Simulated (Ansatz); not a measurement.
The relaxed structure here is a generated cell of CrGe: the first start was made by a random draw of sites in a space group, and the end was not matched to a known phase here, so it may be hypothetical.

The end point of a relaxation of CrGe. Space group P6₄22 (No. 181). These are r2SCAN (plane waves to 500 eV, PAW, scalar-relativistic; Ansatz, a quantum-chemistry and plane-wave program) values and carry that method's errors.

```xyz
6
Lattice="4.3181 0.0000 0.0000 -2.1590 3.7395 0.0000 0.0000 0.0000 7.8736" Properties=species:S:1:pos:R:3 pbc="T T T"
Cr     1.0795     1.8698     1.3123
Cr     2.1590     0.0000     3.9368
Cr    -1.0795     1.8698     6.5613
Ge     0.0000     0.0000     5.2491
Ge     0.0000     0.0000     0.0000
Ge     0.0000     0.0000     2.6245
```

Give the magnetic moment at the level r2SCAN.

Net 1.84 μB/atom, ferromagnetic.

Spin state reached: ferromagnetic (net 1.84 μB/atom), from parallel starting moments; other spin orders were not run from this start.

The run could not lose the symmetry of its start, so the end can be a saddle point.
